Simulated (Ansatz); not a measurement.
Input:

SiO$_{2}$:
```
CELL_PARAMETERS angstrom
     -4.46933     4.46933     2.61576
      4.46933    -4.46933     2.61576
      4.46933     4.46933    -2.61576
ATOMIC_POSITIONS crystal
  Si 0.17696 0.17696 0.35393
  Si 0.82304 0.82304 0.64607
  Si 0.17696 0.82304 0.00000
  Si 0.82304 0.17696 0.00000
  O  0.50000 0.50000 0.50000
  O  0.50000 0.00000 0.00000
  O  0.00000 0.00000 0.50000
  O  0.00000 0.50000 0.00000
  O  0.00000 0.20884 0.20884
  O  0.00000 0.79116 0.79116
  O  0.20884 0.00000 0.20884
  O  0.79116 0.00000 0.79116
```

This is the r²SCAN-relaxed structure. x, y and z are the axes in which the lattice vectors are written.

Problem. All from r²SCAN (plane waves, PAW; program Ansatz), unless another level is named. Give the bulk modulus (Birch–Murnaghan fit).

Solution. 137 GPa.

Problem. And the highest zone-centre frequency (without LO–TO term)?

Solution. 1247 cm⁻¹.

Problem. What about the elastic constants (relaxed ions, GPa)?

Solution. C11 = 134, C12 = 148, C13 = 113, C33 = 248, C44 = 50.7, C66 = 39.8.

Space group I4/mmm. The first step of the workflow began from a Materials Project structure, measured or hypothetical; the Crystallography Open Database copy checked does not list it. It is not the phase usual at ambient conditions (space group No. 92, 152, 154). Symmetry was held in the r²SCAN relaxation. At this level the phase is dynamically unstable (imaginary phonons).

Potentials: the later of the program's two PAW sets.
